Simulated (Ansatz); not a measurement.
B$_{2}$Ir (MoSi2 or CaC2 type, space group No. 139) under volume change, DFT-PBEsol in the program Ansatz with PAW potentials, shape and atoms relaxed at each volume.

```json
[
 {"V (Å³/atom)": "8.022", "E − E(relaxed) (meV/atom)": "86.2", "P (GPa)": "37.97"},
 {"V (Å³/atom)": "8.286", "E − E(relaxed) (meV/atom)": "36.1", "P (GPa)": "23.16"},
 {"V (Å³/atom)": "8.551", "E − E(relaxed) (meV/atom)": "8.5", "P (GPa)": "10.60"},
 {"V (Å³/atom)": "8.815", "E − E(relaxed) (meV/atom)": "0.0", "P (GPa)": "0.00"},
 {"V (Å³/atom)": "9.080", "E − E(relaxed) (meV/atom)": "7.6", "P (GPa)": "-8.99"},
 {"V (Å³/atom)": "9.344", "E − E(relaxed) (meV/atom)": "28.8", "P (GPa)": "-16.34"},
 {"V (Å³/atom)": "9.609", "E − E(relaxed) (meV/atom)": "60.9", "P (GPa)": "-22.56"}
]
```

Task: What does a third-order Birch–Murnaghan fit give for V₀, B₀ and B′?

Result: V₀ = 8.82 Å³/atom, B₀ = 322 GPa, B′ = 4.8.

Space group I4/mmm (MoSi2 or CaC2 type). The cell is a constructed one: a structure type filled with these elements; neither database checked (COD, Materials Project) lists it. Whether it is the stable phase at ambient conditions was not checked. Symmetry was held in the PBEsol relaxation; its stability against distortions is not shown here. The run is not spin-polarised. Spin–orbit coupling is left out wherever it is not named.

Potentials: the earlier of the program's two PAW sets. The files were generated under PBE; for other functionals the program regenerates the frozen cores, and for LDA and PBEsol the local potential too.
